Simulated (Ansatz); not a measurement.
# Ti₄C₃: rattling a relaxed structure

The structure comes from a generated guess, relaxed at this level; another structure or a mixture of phases may lie lower.

All numbers below come from DFT PBE, scalar-relativistic, plane waves, PAW (Ansatz). Plane waves to 420 eV, a k mesh through Γ of 10×10×10 on the computed 7-atom cell and Gaussian smearing (0.10 eV); no spin polarisation.

The cell below (7 atoms, space group Pm-3m (No. 221)) is relaxed within its symmetry.

```
CELL_PARAMETERS angstrom
4.31024 0.00000 0.00000
0.00000 4.31024 0.00000
0.00000 0.00000 4.31024
ATOMIC_POSITIONS crystal
Ti 0.50000 0.00000 0.00000
Ti 0.00000 0.50000 0.00000
Ti 0.00000 0.00000 0.50000
Ti 0.50000 0.50000 0.50000
C 0.00000 0.50000 0.50000
C 0.50000 0.00000 0.50000
C 0.50000 0.50000 0.00000
```

For the test it was strained at random (σ = 1.5 % a component), the atoms were moved at random (σ = 0.10 Å), and all was relaxed again on a coarse 6×6×6 mesh (in the run’s order of axes) with 0.20 eV smearing, with no symmetry imposed.

Problem. Is the structure stable against such a distortion?

Solution. It returns, within 1 meV/atom of the unmoved cell on that mesh and with the same symmetry when read at 0.1 Å. No instability shows in this cell; modes of other wave vectors, which need another repeat, aren't tested.
